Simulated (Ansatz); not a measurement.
Equation of state of PtHg3 under PBE

```xyz
4
Lattice="4.3442 0.0000 0.0000 0.0000 4.3442 0.0000 0.0000 0.0000 4.3442" Properties=species:S:1:pos:R:3 pbc="T T T"
Hg    2.1721    2.1721    0.0000
Hg    2.1721    0.0000    2.1721
Hg    0.0000    2.1721    2.1721
Pt    0.0000    0.0000    0.0000
```

The cell comes from a database or a generator and needn't be the stable form of this composition.

The cell was scaled at fixed shape and fractions and run with Ansatz, Ansatz PAW, cutoff 420 eV; PBE, k mesh 6 × 6 × 6 on the cell of 4 atoms, fermi-dirac occupations of 0.05 eV, no spin polarisation, no spin-orbit coupling. Energies are those that the program minimises, any entropy of the smearing included. For a metal such a mesh isn't converged to the digits shown.

```csv
V (Å³/atom),energy over the lowest row (meV/atom)
19.2665,12.19
19.6765,?
20.0864,0.00
20.4963,1.30
20.9062,6.61
21.3162,15.28
21.7261,26.83
```

**Question.** Fit the third-order Birch-Murnaghan form, give V0, B0 and B′, and predict the energy left open.

**Answer.** With y = (V0/V)^(2/3), E = E0 + (9 V0 B0/16) [(y - 1)³ B′ + (y - 1)² (6 - 4y)]. Least squares through the rows shown give V0 = 20.1670 Å³/atom, E0 = -0.09 meV, B0 = 86.94 GPa (1 eV/Å³ = 160.218 GPa) and B′ = 6.80, with a largest miss of 0.01 meV. At V = 19.6765 the form with these constants gives 3.36 meV; the run gave 3.36 meV an atom.
